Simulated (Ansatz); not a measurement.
WS₂:
```cif
data_S8W4
_chemical_formula_sum 'W4 S8'
_space_group_name_H-M_alt 'Pca21'
_space_group_IT_number 29
_space_group_name_Hall 'P 2c -2ac'
_cell_length_a 5.93957
_cell_length_b 5.86366
_cell_length_c 5.82347
_cell_angle_alpha 90.000
_cell_angle_beta 90.000
_cell_angle_gamma 90.000
loop_
_atom_site_label
_atom_site_type_symbol
_atom_site_symmetry_multiplicity
_atom_site_Wyckoff_symbol
_atom_site_fract_x
_atom_site_fract_y
_atom_site_fract_z
_atom_site_occupancy
W1 W 4 a 0.06469 0.26601 0.24009 1
S1 S 4 a 0.38550 0.07702 0.38161 1
S2 S 4 a 0.27002 0.55713 0.49130 1
```

Relaxed at zero pressure with DFT-r²SCAN in the program Ansatz with PAW potentials.

**Question.** The volume is lowered by 6 % and shape and atoms relax at that volume. What pressure results, and how do the axes share the change?

**Answer.** 10.2 GPa; a -2.4 %, b -1.6 %, c -2.1 %; the energy rises by 31 meV/atom.

**Question.** Give the new structure.

**Answer.** 
Space group Pca2₁ (No. 29); a = 5.797 Å, b = 5.770 Å, c = 5.700 Å, α = β = γ = 90.00°

```tsv
atom	site	symmetry	x	y	z
W	4a	1	0.0649	0.2682	0.2406
S	4a	1	0.3921	0.0789	0.3775
S	4a	1	0.2699	0.5640	0.4949
```

The phase is kept; no other phase was compared at this pressure.

Space group Pca2_1. The start of the workflow was typed in or built on a structure type; neither database checked (COD, Materials Project) lists it. It is not the phase usual at ambient conditions (space group No. 194). Symmetry was held in the r²SCAN relaxation; whether a distortion lowers the energy is not shown. The workflow began spin-polarised and lost its moments. Spin–orbit coupling is left out wherever it is not named.

Potentials: the earlier of the program's two PAW sets. The files were generated under PBE; for other functionals the program regenerates the frozen cores, and for LDA and PBEsol the local potential too.
